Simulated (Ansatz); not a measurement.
Cs2KScF6:
```yaml
crystal:
  lattice:
    - [0.00000, 4.62889, 4.62889]
    - [4.62889, 0.00000, 4.62889]
    - [4.62889, 4.62889, 0.00000]
  atoms:
    - { symbol: K, position: [0.50000, 0.50000, 0.50000] }
    - { symbol: Cs, position: [0.25000, 0.25000, 0.25000] }
    - { symbol: Cs, position: [0.75000, 0.75000, 0.75000] }
    - { symbol: Sc, position: [0.00000, 0.00000, 0.00000] }
    - { symbol: F, position: [0.78143, 0.21857, 0.21857] }
    - { symbol: F, position: [0.21857, 0.78143, 0.78143] }
    - { symbol: F, position: [0.21857, 0.78143, 0.21857] }
    - { symbol: F, position: [0.78143, 0.21857, 0.78143] }
    - { symbol: F, position: [0.21857, 0.21857, 0.78143] }
    - { symbol: F, position: [0.78143, 0.78143, 0.21857] }
```

Relaxed with HSE06. Special points in fractions of this cell's reciprocal vectors: Γ (0.000, 0.000, 0.000); X (0.500, 0.000, 0.500); U (0.625, 0.250, 0.625); K (0.375, 0.375, 0.750); L (0.500, 0.500, 0.500); W (0.500, 0.250, 0.750).

### Question
List the band energies nearest the valence-band maximum at these points for the program Ansatz at the HSE06 level (PAW).

### Answer
In eV from the valence-band maximum; about four levels below and three above (degenerate sets whole), none deeper than 8.9 eV; points with the same levels are listed once.

```json
[
 {"k": "Γ", "below": "-0.15 -0.15 -0.15 0.00 0.00 0.00", "above": "8.99 9.67 9.67 9.67"},
 {"k": "X", "below": "-0.18 -0.18 -0.15 -0.15 -0.01", "above": "9.72 9.86 9.86"},
 {"k": "U", "below": "-0.22 -0.13 -0.12 -0.02", "above": "9.76 9.84 9.85"},
 {"k": "L", "below": "-0.23 -0.23 -0.07 -0.06 -0.06", "above": "9.77 9.77 9.83"},
 {"k": "W", "below": "-0.28 -0.16 -0.06 -0.06", "above": "9.80 9.80 9.86"}
]
```

Space group Fm-3m. The workflow started from a Materials Project entry (that database holds measured and hypothetical structures alike); the Crystallography Open Database copy checked does not list it. Whether it is the stable phase at ambient conditions was not checked. The HSE06 relaxation kept the symmetry of its start; its stability against distortions is not shown here. No spin polarisation was allowed. The hybrid was solved on a coarse mesh, the path and, where they were found, the r²SCAN edge points; its band edges are the extreme levels among these. Scalar-relativistic: spin–orbit coupling is off unless named, which matters more the heavier the elements.

Potentials: the later of the program's two PAW sets.
